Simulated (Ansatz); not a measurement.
# Ti (P6_3/mmc): elasticity against pressure

```yaml
crystal:
  lattice:
    - [2.86422, 0.00000, 0.00000]
    - [-1.43211, 2.48049, 0.00000]
    - [0.00000, 0.00000, 4.53584]
  atoms:
    - { symbol: Ti, position: [0.33333, 0.66667, 0.25000] }
    - { symbol: Ti, position: [0.66667, 0.33333, 0.75000] }
```

This is the zero-pressure cell. At each pressure cell and atoms are relaxed in this structure, and the constants are slopes of the stress at strains of ±0.005 with relaxed ions (the coefficients that govern stability under load). Level: LDA, PAW on Ansatz 0.2.0's default frozen-core files (fitted under PBE), scalar-relativistic; k mesh 18×18×10, strains of ±0.005, Fermi-Dirac smearing of 0.080 eV, cutoff 420 eV. P is the pressure of the relaxed cell, less that of this one.

```
P (GPa)    V/V₀  C11 (GPa)  C12 (GPa)  C13 (GPa)  C33 (GPa)  C44 (GPa)
   0.00  1.0000      173.6      109.4       92.2      204.2       34.2
   0.99  0.9923      176.8      113.2       95.3      208.6       34.0
   2.00  0.9847      179.9      117.0       98.5      212.9       33.6
   3.98  0.9705      185.7      124.6      104.7      221.4       33.0
   6.98  0.9506      193.4      136.4      113.9      233.8       31.8
   9.98       ?          ?          ?          ?          ?          ?
  15.00  0.9047      206.5      171.1      138.2      265.5       27.7
```

**Question.** Does the bulk modulus from the constants agree with the pressure-volume curve?

**Answer.** A third-order Birch-Murnaghan fit to the volumes shown (F against f, f = [(V₀/V)^(2/3) − 1]/2) gives B₀ = 126.5 GPa and B′ = 3.4. Its −V dP/dV stands beside the Reuss value 1/ΣS_ij (i, j ≤ 3):

```csv
P (GPa),from P(V),from the constants
0.00,126.5,126.4
0.99,129.8,129.8
2.00,133.2,133.3
3.98,139.8,139.9
6.98,149.6,149.7
15.00,175.0,174.4
```

**Question.** What are the pressure derivatives at zero pressure?

**Answer.** Slopes at V₀ of quadratic fits in −ln(V/V₀) through the first four rows shown, divided by B₀: dC11/dP = 3.3, dC12/dP = 3.8, dC13/dP = 3.2, dC33/dP = 4.4, dC44/dP = -0.3. The mean slopes up to 2.0 GPa are 3.2, 3.8, 3.1, 4.4, -0.3; curvature and scatter of the constants part the two.

**Question.** Fill the row at 9.98 GPa.

**Answer.** Cubic fits in −ln(V/V₀) through all rows shown give C11 = 199.6, C12 = 148.7, C13 = 123.1, C33 = 245.9, C44 = 30.5 GPa. Computed: V/V₀ = 0.9324, C11 (GPa) = 199.8, C12 (GPa) = 148.5, C13 (GPa) = 123.1, C33 (GPa) = 245.8, C44 (GPa) = 30.4.

**Question.** Does a shear stiffness soften?

**Answer.** C44 goes from 34.2 to 27.7 GPa; (C11 − C12)/2 goes from 32.1 to 17.7 GPa. C44 and (C11 − C12)/2 soften under pressure, though the lattice stays mechanically stable over this range.

Known limits: no other phase was computed; many crystals of this kind change structure within this range, and rows or crossings beyond such a change describe a metastable lattice; frozen-core PAW files fitted under PBE, their cores solved anew for the functional of the run; responses of metals move with mesh and smearing; elastic stability says nothing of phonons or of other phases; phonons weren't checked at these pressures.
